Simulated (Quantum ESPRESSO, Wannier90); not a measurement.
# Wannier functions of HgS (wurtzite)

Materials Project entry mp-973676; symmetrised, unrelaxed at this level. Not found in the COD (Crystallography Open Database) copy used, which has the formula in other groups; not checked further. Computed values, not measurements, from PBEsol: Quantum ESPRESSO (norm-conserving PseudoDojo potentials, cutoff 53 Ry, spinors with spin-orbit coupling) on a Γ-centred 6×6×4 mesh, then Wannier90. Density: 12×12×6 mesh, Gaussian smearing 0.01 Ry. With spin-orbit coupling a semilocal functional can close or falsely invert a small gap; the band order was not checked against a better method.

On the energy scale of pw.x, whose zero is arbitrary, the Fermi level lies at 7.64 eV.

Input w.win:

```
num_bands = 4
num_wann = 4
exclude_bands = 1-4,9-96
spinors = true
num_iter = 1000
conv_tol = 1.0e-6
conv_window = 4
write_hr = true
write_u_matrices = true
auto_projections = true
begin unit_cell_cart
ang
    4.1963598426    0.0000000000    0.0000000000
   -2.0981799213    3.6341542271    0.0000000000
    0.0000000000    0.0000000000    6.8702500000
end unit_cell_cart
begin atoms_frac
Hg  -0.3333333333  0.3333333333 -0.4998800000
Hg   0.3333333333 -0.3333333333  0.0001200000
S   -0.3333333333  0.3333333333 -0.1251200000
S    0.3333333333 -0.3333333333  0.3748800000
end atoms_frac
mp_grid = 6 6 4
begin kpoints
0.0000000000 0.0000000000 0.0000000000
0.0000000000 0.0000000000 0.2500000000
0.0000000000 0.0000000000 0.5000000000
... (141 more lines: the 6x6x4 mesh through Gamma)
end kpoints
```

Input of pw2wannier90.x that gives the overlap and projection files (equivalent; here they were cut from one run over all bands):

```
&inputpp
  outdir = './out'
  prefix = 'pwscf'
  seedname = 'w'
  write_amn = .true.
  write_mmn = .true.
  scdm_proj = .true.
  scdm_entanglement = 'isolated'
/
```

Output w.wout (banner and timings cut):

```
                                    ------
                                    SYSTEM
                                    ------

                              Lattice Vectors (Ang)
                    a_1     4.196360   0.000000   0.000000
                    a_2    -2.098180   3.634154   0.000000
                    a_3     0.000000   0.000000   6.870250

                   Unit Cell Volume:     104.77282  (Ang^3)

                        Reciprocal-Space Vectors (Ang^-1)
                    b_1     1.497294   0.864463  -0.000000
                    b_2     0.000000   1.728926   0.000000
                    b_3     0.000000  -0.000000   0.914550

 *----------------------------------------------------------------------------*
 |   Site       Fractional Coordinate          Cartesian Coordinate (Ang)     |
 +----------------------------------------------------------------------------+
 | hg   1  -0.33333   0.33333  -0.49988   |   -2.09818   1.21138  -3.43430    |
 | hg   2   0.33333  -0.33333   0.00012   |    2.09818  -1.21138   0.00082    |
 | s    1  -0.33333   0.33333  -0.12512   |   -2.09818   1.21138  -0.85961    |
 | s    2   0.33333  -0.33333   0.37488   |    2.09818  -1.21138   2.57552    |
 *----------------------------------------------------------------------------*
                                ------------
                                K-POINT GRID
                                ------------

             Grid size =  6 x  6 x  4      Total points =  144

 *---------------------------------- MAIN ------------------------------------*
 |  Number of Wannier Functions               :                 4             |
 |  Number of Objective Wannier Functions     :                 4             |
 |  Number of input Bloch states              :                 4             |
 |  Output verbosity (1=low, 5=high)          :                 1             |
 |  Timing Level (1=low, 5=high)              :                 1             |
 |  Optimisation (0=memory, 3=speed)          :                 3             |
 |  Length Unit                               :               Ang             |
 |  Post-processing setup (write *.nnkp)      :                 F             |
 |  Using Gamma-only branch of algorithms     :                 F             |
 *----------------------------------------------------------------------------*
 *------------------------------- WANNIERISE ---------------------------------*
 |  Total number of iterations                :              1000             |
 |  Number of CG steps before reset           :                 5             |
 |  Trial step length for line search         :             2.000             |
 |  Convergence tolerence                     :         0.100E-05             |
 |  Convergence window                        :                 4             |
 |  Iterations between writing output         :                 1             |
 |  Iterations between backing up to disk     :               100             |
 |  Write r^2_nm to file                      :                 F             |
 |  Write xyz WF centres to file              :                 F             |
 |  Write on-site energies <0n|H|0n> to file  :                 F             |
 |  Use guiding centre to control phases      :                 F             |
 |  Use phases for initial projections        :                 F             |
 *----------------------------------------------------------------------------*
 *-------------------------------- PLOTTING ----------------------------------*
 |  Plotting Hamiltonian in WF basis          :                 T             |
 *----------------------------------------------------------------------------*

       ... (k-mesh section left out)

 Starting a new Wannier90 calculation ...

 Reading overlaps from w.mmn

 Reading projections from w.amn

 *------------------------------- WANNIERISE ---------------------------------*
 +--------------------------------------------------------------------+<-- CONV
 | Iter  Delta Spread     RMS Gradient      Spread (Ang^2)            |<-- CONV
 +--------------------------------------------------------------------+<-- CONV

 ------------------------------------------------------------------------------
 Initial State
  WF centre and spread    1  ( -2.098180,  1.211385, -3.434301 )     0.29043398
  WF centre and spread    2  (  2.098180, -1.211385,  0.000824 )     0.29043398
  WF centre and spread    3  (  2.098180, -1.211385,  0.000824 )     0.29043398
  WF centre and spread    4  ( -2.098180,  1.211385,  3.435949 )     0.29043398
  Sum of centres and spreads ( -0.000000,  0.000000,  0.003296 )     1.16173592

      0     0.116E+01     0.0000000000        1.1617359151  <-- CONV
        O_D=      0.0000000 O_OD=      0.0000000 O_TOT=      1.1617359 <-- SPRD
 ------------------------------------------------------------------------------
      1    -0.263E-08     0.0000774768        1.1617359125  <-- CONV
        O_D=      0.0000000 O_OD=      0.0000000 O_TOT=      1.1617359 <-- SPRD
      2    -0.707E-09     0.0000351106        1.1617359118  <-- CONV
        O_D=      0.0000000 O_OD=      0.0000000 O_TOT=      1.1617359 <-- SPRD
      3    -0.262E-09     0.0000200197        1.1617359115  <-- CONV
        O_D=      0.0000000 O_OD=      0.0000000 O_TOT=      1.1617359 <-- SPRD
      4    -0.957E-10     0.0000124507        1.1617359114  <-- CONV
        O_D=      0.0000000 O_OD=      0.0000000 O_TOT=      1.1617359 <-- SPRD
             <<<     Delta < 1.000E-06  over  4 iterations     >>>
             <<< Wannierisation convergence criteria satisfied >>>
 Final State
  WF centre and spread    1  ( -2.098180,  1.211385, -3.434301 )     0.29043398
  WF centre and spread    2  (  2.098180, -1.211385,  0.000824 )     0.29043398
  WF centre and spread    3  (  2.098180, -1.211385,  0.000824 )     0.29043398
  WF centre and spread    4  ( -2.098180,  1.211385,  3.435949 )     0.29043398
  Sum of centres and spreads ( -0.000000,  0.000000,  0.003296 )     1.16173592

         Spreads (Ang^2)       Omega I      =     1.161735911
        ================       Omega D      =     0.000000000
                               Omega OD     =     0.000000000
    Final Spread (Ang^2)       Omega Total  =     1.161735911
```
